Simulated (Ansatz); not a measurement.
A geometry of CsPbCl3 away from equilibrium: step 3 of the relaxation of a generated cell, CsPbCl3 placed in the AFLOW prototype AB3C_hR10_148_c_f_c (as in TiFeO3). All values below come from PBE (plane waves to 420 eV, PAW, scalar-relativistic; Ansatz, a quantum-chemistry and plane-wave program). Γ-centred k-mesh 4×4×4 on the run's cell (coarser than for final values), Fermi–Dirac smearing 0.05 eV.

```
CELL_PARAMETERS angstrom
      3.89548     2.24906     7.22077
     -3.89548     2.24906     7.22077
      0.00000    -4.49812     7.22077
ATOMIC_POSITIONS crystal
  Pb 0.35166 0.35166 0.35166
  Pb 0.64834 0.64834 0.64834
  Cl 0.27413 0.55263 0.94846
  Cl 0.94846 0.27413 0.55263
  Cl 0.55263 0.94846 0.27413
  Cl 0.72587 0.44737 0.05154
  Cl 0.05154 0.72587 0.44737
  Cl 0.44737 0.05154 0.72587
  Cs 0.14702 0.14702 0.14702
  Cs 0.85298 0.85298 0.85298
```

Problem. Predict the force on each atom, in eV/Å.

Solution. 
```json
[
 {"atom": "Pb1", "Fx": "0.00", "Fy": "0.00", "Fz": "-0.28"},
 {"atom": "Pb2", "Fx": "0.00", "Fy": "0.00", "Fz": "0.28"},
 {"atom": "Cl3", "Fx": "0.40", "Fy": "0.11", "Fz": "0.41"},
 {"atom": "Cl4", "Fx": "-0.29", "Fy": "0.30", "Fz": "0.41"},
 {"atom": "Cl5", "Fx": "-0.11", "Fy": "-0.40", "Fz": "0.41"},
 {"atom": "Cl6", "Fx": "-0.40", "Fy": "-0.11", "Fz": "-0.41"},
 {"atom": "Cl7", "Fx": "0.29", "Fy": "-0.30", "Fz": "-0.41"},
 {"atom": "Cl8", "Fx": "0.11", "Fy": "0.40", "Fz": "-0.41"},
 {"atom": "Cs9", "Fx": "0.00", "Fy": "0.00", "Fz": "0.00"},
 {"atom": "Cs10", "Fx": "0.00", "Fy": "0.00", "Fz": "0.00"}
]
```

Problem. What is the pressure?

Solution. +0.7 GPa, compression positive.

No spin polarisation in the result.

The run could not lose the symmetry of its start; a randomly shaken copy of 10 atoms returns to this structure.

The end of the path is a generated cell of CsPbCl3: the first start was made by placing the elements on the sites of a structure type, and the end was not matched to a known phase here, so it may be hypothetical. Known forms of CsPbCl3 include space group No. 221.
